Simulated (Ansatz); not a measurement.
NaF (rock salt, Fm-3m), plane-wave PAW PBEsol (Ansatz code): ε∞ = 1.90, cell volume 24.79 Å³. Infrared-active transverse modes:

| ω_TO (cm⁻¹) | oscillator strength S_xx (e²/amu) |
|---|---|
| 239.5 | 0.09846 |

Q: Compute the static dielectric constant.

A: Each mode adds (4.921e7/V) S/ω²: 3.41. So ε0 = 5.30.

Q: What LO frequency does the Lyddane–Sachs–Teller relation give?

A: ω_LO = ω_TO √(ε0/ε∞) = 401 cm⁻¹.

The cell was relaxed with PBEsol under the symmetry of its start; phonons on a q-mesh show no instability.

Potentials: the later of the program's two PAW sets.
